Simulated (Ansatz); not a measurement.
MgZn2Te3: relaxed-ion elastic tensor

Method: Ansatz, DFT PBE, scalar-relativistic, plane waves, PAW. Settings: 420 eV plane-wave cutoff, Γ-centred 6×6×4 mesh, fixed occupations. No spin polarisation.

The cell, relaxed at this level:
```
Mg Zn Te
1.0
     4.43942    0.00000    0.00000
    -2.21971    3.84465    0.00000
     0.00000    0.00000   10.94045
Mg Zn Te
1 2 3
Direct
  0.33333 0.66667 0.33462
  0.00000 0.00000 0.99461
  0.66667 0.33333 0.67211
  0.00000 0.00000 0.23949
  0.66667 0.33333 0.91654
  0.33333 0.66667 0.59263
```

The structure comes from a generated guess, relaxed at this level; another structure or a mixture of phases may lie lower. Spin–orbit coupling is left out, which matters for heavy elements.

(1) Give the relaxed-ion elastic constants (GPa, Voigt order xx yy zz yz xz xy, on the Cartesian axes of the cell above).

(2) Is the crystal stable against homogeneous strain?

(3) And the moduli of a polycrystal (Hill averages)?

Answers

(1)
```
66.8 26.6 23.3 -5.4  0.0  0.0
26.6 66.8 23.3  5.4  0.0  0.0
23.3 23.3 74.1  0.0  0.0  0.0
-5.4  5.4  0.0 14.8  0.0  0.0
 0.0  0.0  0.0  0.0 14.8 -5.4
 0.0  0.0  0.0  0.0 -5.4 20.1
```

(2) Yes: the least eigenvalue of the tensor is 11.5 GPa.

(3) B = 39 GPa, G = 18 GPa, E = 46 GPa, ν = 0.30.
